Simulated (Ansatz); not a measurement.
TaS$_{2}$:
```
TaS2
1.0
    3.27076     0.00000     0.00000
   -1.63538     2.83256     0.00000
    0.00000     0.00000    12.95692
Ta S
2 4
Direct
  0.66667   0.33333   0.25000
  0.33333   0.66667   0.75000
  0.00000   0.00000   0.36971
  0.00000   0.00000   0.63029
  0.00000   0.00000   0.86971
  0.00000   0.00000   0.13029
```

Relaxed with LDA.

Task: Map the electron localisation function on the plane through (0.667, 0.333, 0.250) spanned by u = [0, 0, 1] and v = [1, -1, 0] in lattice vectors, from plane-wave PAW LDA (Ansatz code).

Result: x is the fraction of u, y of v (the angle between them is 90°; rows are the nearest grid lines); atoms in the plane: Ta at (0.00, 0.00), Ta at (0.50, 0.67), S at (0.12, 0.33), S at (0.38, 0.33), S at (0.62, 0.33), S at (0.88, 0.33).
```
| =#:..           .:--:.           ..:#= |
|.+#:...          .:--:.          ...:#+.|
|*#*....         ...::...         ....*#*|
|*+.....        ..........        .....+*|
|:.....        .....--.....        .....:|
|......        ....-##-....        ......|
|::...         ....*##*....         ...::|
|=-:.          ...:#==#:...          .:-=|
|=-:.          ...:#++#:...          .:-=|
|--:...        .:.:####:.:.        ...:--|
|------::.   .:=+=:+##+:=+=:.   .::------|
|--=+***+-   -*###=-++-=###*-   -+***+=--|
|:=#%%%@@%: :%@@@@%+::+%@@@@%: :%@@%%%#=:|
|:=#%##@@@- -@@@#%%#--#%%#@@@- -@@@##%#=:|
|:=##=:%@@= =@@%-=%#==#%=-%@@= =@@%:=##=:|
|:=#*  *@@= =@@* .*#==#*. *@@= =@@*  *#=:|
|.=#*  *@@+ +@@*  *#==#*  *@@+ +@@*  *#=.|
|.-#%#*@@@= -@@%+*%#==#%*+%@@- =@@@*#%#-.|
|.:*@@@@@%- -%@@%%%#==#%%%@@%- -%@@@@@*:.|
|..=%@@@%#. .*%%%%%*==*%%%%%*. .#%@@@%=..|
|+=:+%%#*=. .=*###*+--+*###*=. .=*#%%+:=+|
|*#*::-:.      ...::--::...      .:-::*#*|
|.+#:...          .:--:.          ...:#+.|
| =#:..           .:--:.           ..:#= |
```
Scale: ten equal steps from 0.002 (start of ' ') to 0.931 (end of '@'), in the order ' .:-=+*#%@'; x runs from 0.000 to 1.00, y from 0.000 (bottom) to 1.00 (top).

The density is the valence pseudo-density with augmentation charge, so density and ELF within about 1 Å of a nucleus are not all-electron values.

Space group P6_3/mmc. The workflow started from a Materials Project entry (that database holds measured and hypothetical structures alike); the Crystallography Open Database files this formula in space group No. 194, but the cells were not matched. It is not the phase usual at ambient conditions (space group No. 164). The LDA relaxation kept the symmetry of its start; its stability against distortions is not shown here. No spin polarisation was allowed. A crystal of weakly bound layers computed without a dispersion correction: the cell and the soft elastic constants depend strongly on that. Scalar-relativistic: spin–orbit coupling is off unless named, which matters more the heavier the elements.

Potentials: the later of the program's two PAW sets.
